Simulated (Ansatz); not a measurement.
# Collinear states of MoS

Method: DFT PBE, scalar-relativistic, plane waves, PAW in Ansatz.

```
Mo S
1.0
     0.00000    2.47848    2.47848
     2.47848    0.00000    2.47848
     2.47848    2.47848    0.00000
Mo S
1 1
Direct
  0.00000 0.00000 0.00000
  0.50000 0.50000 0.50000
```

The plane-wave cutoff is 420 eV, the Γ-centred k-mesh is 14×14×14 and the occupation rule is Gaussian smearing, 0.1 eV. The list of starting moments (μB, in atom order) is 3.5 0 and the check for lower electronic states after the SCF is off.

All runs keep this geometry, which stands near equilibrium for the lowest state (largest force there 0.000 eV/Å, pressure 0.0 GPa) and needn't be a stable compound; relaxing each order can shift differences of a few meV. A propagation vector, in units of the reciprocal vectors, doubles the cell, which takes an equally dense mesh. Site moments are spin moments in atom-centred spheres that scale with the neighbour distance. The states are those that the runs reached from these starts; a lower one can exist.

Question: Starts tried: no spin; large parallel starting moments; antiferromagnetic, doubled cell, propagation vector (0, 0, 1/2). Which state comes out lowest, and what are the moments?

Answer: All starts lose their moments; the cell is non-magnetic at this level.

```csv
start,ends,energy above lowest (meV/atom),site moments (μB),gap on mesh (eV),P (GPa)
no spin,non-magnetic,0.00,none over 0.05,metal,0.0
large parallel starting moments,non-magnetic,0.00,none over 0.05,metal,0.0
"antiferromagnetic, doubled cell, propagation vector (0, 0, 1/2)",non-magnetic,0.00,none over 0.05,metal,0.0
```